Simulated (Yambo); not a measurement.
```
CELL_PARAMETERS angstrom
      4.88563     0.00000     0.00000
      0.00000     6.03003     0.00000
     -2.26124     0.00000     7.04633
ATOMIC_POSITIONS crystal
  O  0.66522 0.54700 0.30174
  O  0.33478 0.45300 0.69826
  O  0.33478 0.04700 0.69826
  O  0.66522 0.95300 0.30174
  F  0.79199 0.25000 0.87670
  F  0.20801 0.75000 0.12330
  S  0.60100 0.75000 0.18390
  S  0.39900 0.25000 0.81610
  Rb 0.84316 0.75000 0.71523
  Rb 0.15684 0.25000 0.28477
```

Response from Yambo on LDA (pw.x of Quantum ESPRESSO, ONCV potentials, scalar-relativistic) bands: 4×4×2 mesh, 155 bands, 3 Ry local-field block, 0.2 eV broadening.

**Question.** Give the static electronic dielectric constant without and with local fields along each axis.

**Answer.** 
```tsv
field along	ε(0), independent particles	ε(0), RPA with local fields	refractive index √ε
x	2.63	2.20	1.48
y	2.80	2.23	1.49
z	2.42	2.04	1.43
```
Electronic (clamped-ion) response only. LDA gaps are usually too small, which raises these values. Convergence of the RPA response with its 4×4×2 mesh was not tested. x, y and z are Cartesian axes of the cell as given.

Geometry of the Materials Project entry, not relaxed at this level.
